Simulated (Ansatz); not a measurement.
**Zincblende alloy of BeS and BeSe (28 of 32 S sites exchanged), 64 atoms**

All numbers below come from DFT, PBEsol, PAW, plane waves (Ansatz 0.2.0).

Command:

```sh
ansatz run in.yaml --threads 8 --pin off --max-ram 118750MiB --runs-dir r --events-out ev --progress --plain --backend cuda --devices 0,
```

The input less its lattice and atoms:

```yaml
crystal:
  symmetry: { detect: false }
kpoints:
  mp_grid: { grid: [1, 1, 1], shift: [0.25, 0.25, 0.25] }
hamiltonian:
  xc: pbesol
scf:
  occupations: { method: fermi_dirac, width: 0.01 }
relax:
  f_tol: 0.03
  max_steps: 80
  escape_saddle: false
  adjacent_minimum: "off"
  cell: { fix: [shape] }
output:
  forces: true
  eigenvalues: true
  populations: true
```

Start:

```xyz
64
Lattice="10.1878 0.0000 0.0000 0.0000 10.1878 0.0000 0.0000 0.0000 10.1878" Properties=species:S:1:pos:R:3 pbc="T T T"
Be   10.1560   10.1865    0.0124
Be   10.1694   10.1745    5.1134
Be   10.1769    5.0987    0.0161
Be    0.0034    5.1087    5.0848
Be    5.0654   10.1762   10.1739
Be    5.1018    0.0086    5.1134
Be    5.0834    5.1089    0.0266
Be    5.1256    5.0858    5.0991
Be    2.5636    2.5332   10.1680
Be    2.5261    2.5704    5.1121
Be    2.5468    7.6096    0.0209
Be    2.5459    7.6470    5.0733
Be    7.6584    2.5864   10.1780
Be    7.6153    2.5182    5.0785
Be    7.6724    7.6522   10.1787
Be    7.6307    7.6453    5.0786
Be    2.5590    0.0345    2.5424
Be    2.5552   10.1734    7.6079
Be    2.5779    5.0818    2.5547
Be    2.5207    5.1009    7.6823
Be    7.6169    0.0061    2.5135
Be    7.6416    0.0307    7.6300
Be    7.6571    5.0954    2.5037
Be    7.6362    5.0913    7.6736
Be   10.1818    2.5781    2.5092
Be   10.1854    2.5355    7.6336
Be   10.1771    7.6780    2.5324
Be   10.1662    7.6528    7.6034
Be    5.0929    2.5821    2.5531
Be    5.1000    2.5173    7.6191
Be    5.0810    7.6677    2.5685
Be    5.0850    7.6230    7.6258
Se    1.2570    1.2634    1.2568
Se    1.2494    6.3648    1.2630
Se    1.2598    6.3485    6.3782
Se    6.3832    1.2863    1.2683
Se    6.3616    1.2419    6.3386
Se    6.3662    6.3561    1.2596
Se    3.8513    3.8433    6.3481
Se    3.8288    8.9265    6.3772
Se    8.9379    3.8514    1.2975
Se    8.9100    3.8122    6.3773
Se    8.9011    8.9356    1.2633
Se    8.9268    8.8908    6.3533
Se    3.8070    1.2985    3.8148
Se    3.8276    1.2733    8.9226
Se    3.7948    6.3992    3.8253
Se    3.8349    6.3495    8.9105
Se    8.9051    1.2592    3.7763
Se    8.9215    1.2608    8.8986
Se    8.9154    6.4009    3.8137
Se    8.8854    6.3761    8.9313
Se    1.2881    3.8178    3.8448
Se    1.2725    3.8376    8.9263
Se    1.3019    8.9176    3.8233
Se    1.2866    8.9049    8.8994
Se    6.3351    3.8419    3.7831
Se    6.3410    3.7811    8.9179
Se    6.3824    8.9024    3.7988
Se    6.3722    8.8896    8.8972
S     1.2809    1.2833    6.3725
S     6.3690    6.3718    6.3890
S     3.8288    3.8091    1.2605
S     3.7939    8.9016    1.3034
```

Steps:

```
 step  energy less the first (eV)  largest force component (eV/Å)  pressure (GPa)
start                       0.000                           0.732            0.16
    1                      -0.667                           0.307           -0.06
    2                      -0.773                           0.047           -0.05
    3                      -0.774                           0.035           -0.01
    4                      -0.775                           0.003            0.01
    5                      -0.775                           0.003            0.01
```

A structure on the way, about -0.67 eV from the start:

```
Be Se S
1.0
    10.18841    0.00000    0.00000
     0.00000   10.18841    0.00000
     0.00000    0.00000   10.18841
Be Se S
32 28 4
Direct
  0.99952 0.00071 0.00098
  0.00324 0.00192 0.50383
  0.00144 0.50052 0.99976
  0.00209 0.50009 0.49893
  0.49516 0.99819 0.00081
  0.49940 0.00113 0.50150
  0.49540 0.49784 0.00418
  0.50168 0.50071 0.50500
  0.25448 0.25357 0.00249
  0.24641 0.24643 0.50189
  0.25329 0.75387 0.00276
  0.25078 0.74907 0.49557
  0.74757 0.24976 0.99899
  0.74831 0.24955 0.49975
  0.75023 0.74905 0.99819
  0.74657 0.74813 0.50161
  0.25441 0.99707 0.24588
  0.24713 0.00182 0.74492
  0.25423 0.49645 0.24845
  0.24960 0.50151 0.75232
  0.74876 0.00030 0.25003
  0.74893 0.00142 0.75133
  0.74882 0.49947 0.24686
  0.74646 0.50404 0.74574
  0.99941 0.24957 0.24762
  0.00338 0.24728 0.74464
  0.99982 0.74934 0.25028
  0.00003 0.75187 0.74769
  0.49611 0.25579 0.24897
  0.49960 0.24987 0.75153
  0.49551 0.75507 0.24699
  0.50233 0.74603 0.74537
  0.12805 0.12518 0.12419
  0.12797 0.62548 0.12403
  0.12587 0.62552 0.62477
  0.62203 0.12469 0.12713
  0.62415 0.12499 0.62526
  0.62173 0.62492 0.12431
  0.37397 0.37374 0.62550
  0.37432 0.87465 0.62474
  0.87552 0.37531 0.12424
  0.87498 0.37561 0.62431
  0.87478 0.87469 0.12455
  0.87525 0.87601 0.62452
  0.37404 0.12477 0.37286
  0.37282 0.12517 0.87582
  0.37708 0.62473 0.37352
  0.37647 0.62619 0.87641
  0.87559 0.12456 0.37657
  0.87698 0.12606 0.87334
  0.87320 0.62439 0.37618
  0.87401 0.62481 0.87334
  0.12654 0.37281 0.37474
  0.12675 0.37417 0.87436
  0.12630 0.87639 0.37448
  0.12621 0.87670 0.87448
  0.62235 0.37716 0.37539
  0.62482 0.37710 0.87485
  0.62305 0.87397 0.37497
  0.62244 0.87394 0.87497
  0.12598 0.12548 0.62470
  0.62406 0.62567 0.62323
  0.37483 0.37588 0.12603
  0.37581 0.87602 0.12379
```

End:

```xyz
64
Lattice="10.1842 0.0000 0.0000 0.0000 10.1842 0.0000 0.0000 0.0000 10.1842" Properties=species:S:1:pos:R:3 pbc="T T T"
Be    0.0061    0.0072   10.1777
Be    0.0491    0.0450    5.1325
Be    0.0000    5.0932   10.1662
Be    0.0010    5.0889    5.0797
Be    5.0312   10.1311    0.0316
Be    5.0848    0.0048    5.0771
Be    5.0368    5.0441    0.0425
Be    5.1324    5.1445    5.1290
Be    2.5941    2.5955    0.0430
Be    2.4994    2.4953    5.1281
Be    2.6005    7.6937    0.0318
Be    2.5459    7.6340    5.0776
Be    7.6314    2.5462   10.1655
Be    7.6302    2.5501    5.0797
Be    7.6246    7.6315   10.1771
Be    7.5833    7.5951    5.1315
Be    2.5935   10.1363    2.4921
Be    2.4996    0.0509    7.5908
Be    2.5993    5.0390    2.5033
Be    2.5465    5.0969    7.6416
Be    7.6311    0.0014    2.5538
Be    7.6301   10.1812    7.6395
Be    7.6245    5.1001    2.5422
Be    7.5832    5.1360    7.5878
Be    0.0064    2.5396    2.5423
Be    0.0474    2.5034    7.5881
Be    0.0005    7.6381    2.5536
Be    0.0007    7.6424    7.6396
Be    5.0313    2.6004    2.5033
Be    5.0850    2.5422    7.6420
Be    5.0370    7.6866    2.4924
Be    5.1314    7.5878    7.5915
Se    1.3028    1.2769    1.2706
Se    1.3025    6.3691    1.2705
Se    1.2750    6.3689    6.3632
Se    6.3351    1.2772    1.2705
Se    6.3625    1.2771    6.3630
Se    6.3346    6.3693    1.2702
Se    3.8190    3.8231    6.3625
Se    3.8186    8.9148    6.3628
Se    8.9110    3.8232    1.2701
Se    8.9108    3.8226    6.3629
Se    8.9108    8.9150    1.2717
Se    8.9112    8.9153    6.3625
Se    3.8046    1.2775    3.8035
Se    3.8052    1.2760    8.9227
Se    3.8316    6.3687    3.8037
Se    3.8320    6.3693    8.9226
Se    8.9249    1.2762    3.8310
Se    8.9249    1.2774    8.8954
Se    8.8971    6.3699    3.8308
Se    8.8974    6.3678    8.8957
Se    1.2897    3.8088    3.8171
Se    1.2882    3.8099    8.9097
Se    1.2886    8.9284    3.8166
Se    1.2895    8.9289    8.9089
Se    6.3479    3.8365    3.8176
Se    6.3488    3.8364    8.9096
Se    6.3491    8.9012    3.8167
Se    6.3472    8.9014    8.9092
S     1.2764    1.2775    6.3636
S     6.3628    6.3699    6.3635
S     3.8192    3.8236    1.2732
S     3.8194    8.9159    1.2699
```

The run converged.

Time: 8 s of wall time on one NVIDIA GB300 with 8 processor threads, on a host shared with other runs; peak host memory 2 GiB.

Question: How much energy did the relaxation gain, and which atom moved most?

Answer: 0.77 eV in 5 steps, from a start with small random displacements; atom 24 (Be) moved 0.11 Å, the median atom 0.04 Å (drift of the whole cell removed).
